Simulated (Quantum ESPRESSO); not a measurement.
pw.x input (Quantum ESPRESSO 7.5; PBEsol, PseudoDojo standard norm-conserving files, scalar-relativistic):

```
&CONTROL
  calculation = 'scf'
  pseudo_dir = './pseudo'
  outdir = './out'
  tprnfor = .true.
  tstress = .true.
/
&SYSTEM
  ibrav = 0
  nat = 8
  ntyp = 3
  ecutwfc = 84.0
  ecutrho = 336.0
  occupations = 'smearing'
  smearing = 'fd'
  degauss = 0.002
  nbnd = 25
/
&ELECTRONS
  conv_thr = 8e-10
/
ATOMIC_SPECIES
N 14.0070 N.upf
Al 26.9815 Al.upf
Ga 69.7230 Ga.upf
CELL_PARAMETERS angstrom
  4.401440000000   0.000000000000   0.000000000000
  0.000000000000   4.401440000000   0.000000000000
  0.000000000000   0.000000000000   4.401440000000
ATOMIC_POSITIONS crystal
N   0.744160000000   0.744160000000   0.255840000000
N   0.744160000000   0.255840000000   0.744160000000
N   0.255840000000   0.255840000000   0.255840000000
N   0.255840000000   0.744160000000   0.744160000000
Al   0.500000000000   0.500000000000   0.000000000000
Al   0.000000000000   0.500000000000   0.500000000000
Al   0.500000000000   0.000000000000   0.500000000000
Ga   0.000000000000   0.000000000000   0.000000000000
K_POINTS automatic
6 6 6 0 0 0
```

End of the output:

```
     total energy              =    -250.03948215 Ry
     estimated scf accuracy    <       0.00001626 Ry
     total energy              =    -250.03948509 Ry
     estimated scf accuracy    <       0.00000007 Ry
     total energy              =    -250.03948519 Ry
     estimated scf accuracy    <       0.00000003 Ry
[...]
     the Fermi energy is    10.0103 ev
!    total energy              =    -250.03948520 Ry
     estimated scf accuracy    <          1.5E-10 Ry
     smearing contrib. (-TS)   =       0.00000000 Ry
     internal energy E=F+TS    =    -250.03948520 Ry
     The total energy is F=E-TS. E is the sum of the following terms:
     one-electron contribution =     -87.67346134 Ry
     hartree contribution      =      75.69774217 Ry
     xc contribution           =     -72.82632920 Ry
     ewald contribution        =    -165.23743683 Ry
     convergence has been achieved in  11 iterations
     Forces acting on atoms (cartesian axes, Ry/au):
     atom    1 type  1   force =     0.00213774    0.00213774   -0.00213774
     atom    2 type  1   force =     0.00213774   -0.00213774    0.00213774
     atom    3 type  1   force =    -0.00213774   -0.00213774   -0.00213774
     atom    4 type  1   force =    -0.00213774    0.00213774    0.00213774
     atom    5 type  2   force =     0.00000000    0.00000000    0.00000000
     atom    6 type  2   force =     0.00000000    0.00000000    0.00000000
     atom    7 type  2   force =     0.00000000    0.00000000    0.00000000
     atom    8 type  3   force =     0.00000000    0.00000000    0.00000000
     Total force =     0.007405     Total SCF correction =     0.000000
     Computing stress (Cartesian axis) and pressure
          total   stress  (Ry/bohr**3)                   (kbar)     P=        7.61
   0.00005173   0.00000000   0.00000000            7.61        0.00        0.00
   0.00000000   0.00005173   0.00000000            0.00        7.61        0.00
   0.00000000   0.00000000   0.00005173            0.00        0.00        7.61
```
In a gapped system the printed Fermi energy is only some level inside the gap.

Spin-orbit coupling is not included.

Geometry of the Materials Project entry, not relaxed at this level.
